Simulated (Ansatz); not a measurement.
**All-electron card of Ta**

```
Ta
1.0
     0.00000    2.11000    2.11000
     2.11000    0.00000    2.11000
     2.11000    2.11000    0.00000
Ta
1
Direct
  0.00000 0.00000 0.00000
```

The geometry is COD entry 1534932, unchecked; take it as a test cell.

Spin–orbit coupling is left out, though it moves levels of the heavy atoms by tenths of an eV or more.

These are results of DFT, PBEsol, all-electron LAPW, scalar-relativistic (Ansatz 0.2.0), not measurements.

The runs use a Γ-centred 15×15×15 k mesh, Fermi–Dirac smearing of 0.08 eV, basis error target 0.5 meV/atom, no spin polarisation.

```json
{
 "Pressure at this cell": "-5.83 GPa",
 "Band gap": "none: with an odd electron count and no spin polarisation the bands can't all be full, a metal in this set-up (spin order or a larger cell could open a gap)",
 "Density of states at the Fermi level (0.2 eV bin)": "1.24 states/eV per cell",
 "Volume per atom": "18.79 Å³"
}
```
